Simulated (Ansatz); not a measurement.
Relax this structure to zero stress and force, keeping its symmetry:

```cif
data_structure
_symmetry_space_group_name_H-M 'P 1'
_symmetry_Int_Tables_number 1
_cell_length_a 5.9526
_cell_length_b 5.9526
_cell_length_c 5.9526
_cell_angle_alpha 137.553
_cell_angle_beta 137.553
_cell_angle_gamma 61.589
_cell_volume 94.98
loop_
_atom_site_label
_atom_site_type_symbol
_atom_site_fract_x
_atom_site_fract_y
_atom_site_fract_z
_atom_site_occupancy
Ca1 Ca 0.00000 0.00000 0.00000 1
As1 As 0.37975 0.37975 0.00000 1
As2 As 0.62025 0.62025 0.00000 1
Pd1 Pd 0.75000 0.25000 0.50000 1
Pd2 Pd 0.25000 0.75000 0.50000 1
```

Method: DFT r2SCAN, scalar-relativistic, plane waves, PAW in Ansatz 0.2.0.

Cutoff 500 eV; k points 12×12×12 on the computed 5-atom cell (Γ-centred); Gaussian smearing, width 0.10 eV; no spin polarisation.

Task: What does it relax to?

Result: The volume falls by 0.08 Å³/atom to 18.92 Å³/atom, and the energy falls by 0.1 meV/atom. Final structure:
```yaml
crystal:
  lattice:
    - [-2.14956, 2.14956, 5.11777]
    - [2.14956, -2.14956, 5.11777]
    - [2.14956, 2.14956, -5.11777]
  atoms:
    - { symbol: Ca, position: [0.00000, 0.00000, 0.00000] }
    - { symbol: As, position: [0.38028, 0.38028, 0.00000] }
    - { symbol: As, position: [0.61972, 0.61972, 0.00000] }
    - { symbol: Pd, position: [0.75000, 0.25000, 0.50000] }
    - { symbol: Pd, position: [0.25000, 0.75000, 0.50000] }
```

Cost: 1 run of about 3.4 core-minutes, on Oxide Virtual Turin-like Processor (Zen 5) (shared hosts).